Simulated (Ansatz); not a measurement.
## Computed properties of FeNi$_{3}$

FeNi3:
```yaml
crystal:
  lattice:
    - [3.48883, 0.00000, 0.00000]
    - [0.00000, 3.48883, 0.00000]
    - [0.00000, 0.00000, 3.48883]
  atoms:
    - { symbol: Fe, position: [0.00000, 0.00000, 0.00000] }
    - { symbol: Ni, position: [0.00000, 0.50000, 0.50000] }
    - { symbol: Ni, position: [0.50000, 0.00000, 0.50000] }
    - { symbol: Ni, position: [0.50000, 0.50000, 0.00000] }
```
The run is spin-polarised; directions of the spins, atom by atom: ↑ ↑ ↑ ↑.

Space group Pm-3m (No. 221), Cu3Au type; conventional cell a = b = c = 3.4888 Å, α = β = γ = 90.00°.

Method: PBEsol in the plane-wave PAW code Ansatz. Geometry: relaxed at this level of theory. Other levels are named where they apply.

Cell and energy:

```json
{
 "volume_per_atom": "10.62 Å³",
 "density": "9.07 g/cm³",
 "Formation energy from the elements (no fitted shifts)": "-0.083 eV/atom"
}
```

Electronic structure:

```json
{
  "electronic_character": "metallic (no gap)",
  "Density of states at the Fermi level": "0.80 states/eV per atom (mean over ±0.08 eV)"
}
```

Magnetism:

```json
{
  "magnetic_order": "ferromagnetic",
  "net_moment": "1.19 μB per atom"
}
```

Mechanics:

```json
{
  "Bulk modulus (Birch–Murnaghan fit)": "2270 kbar",
  "Pressure derivative B′": "4.8",
  "Elastic constants (relaxed ions, GPa)": "C11 = 316, C12 = 179, C44 = 151",
  "mechanical_stability": "stable (all eigenvalues of C positive)",
  "hill_bulk_and_shear_moduli": "224 and 110 GPa",
  "Young's modulus": "284 GPa",
  "Poisson's ratio": "0.29",
  "debye_temperature_from_the_elastic_constants": "526 K"
}
```

The cell was relaxed with PBEsol under the symmetry of its start. The final state is ferromagnetic, chosen from 5 collinear starts compared on coarse meshes (ties went to the first, and starts can fall back to one state), not a proven ground state. Textbook magnetic order: ferromagnetic. As this level gives no gap, shear constants depend on the k-mesh and smearing (Fermi–Dirac, 0.1 eV here). The references are the lowest solids computed at this level, not always the standard phases.

Potentials: the later of the program's two PAW sets.
